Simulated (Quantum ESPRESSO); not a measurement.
```
B2O3
1.0
    3.90865    -2.30923     0.00000
    3.90865     2.30923     0.00000
    0.00000     0.00000     4.13343
B O
4 6
Direct
  0.00556   0.32444   0.56779
  0.99444   0.67556   0.06779
  0.67556   0.99444   0.56779
  0.32444   0.00556   0.06779
  0.75488   0.24512   0.50019
  0.24512   0.75488   0.00019
  0.92112   0.66052   0.41841
  0.07888   0.33948   0.91841
  0.33948   0.07888   0.41841
  0.66052   0.92112   0.91841
```

The geometry is that of Materials Project entry mp-717, symmetrised and not relaxed again.

Problem. What does PBEsol (Quantum ESPRESSO, PseudoDojo norm-conserving, 84 Ry, without SOC) give for the electronic structure near the Fermi level?

Solution. The PBEsol gap is 8.49 eV; at least one edge lies off the plotted path, at a point of the SCF mesh. The smallest direct gap is 8.80 eV. Another valence extremum on the path lies within 0.02 eV, too close to call. 

The structure is a Materials Project entry; no match was found in the copy of COD used, and its stability was not checked.

Letters of k points follow the standard setting of the lattice, whose axes may be ordered differently from the printed cell.
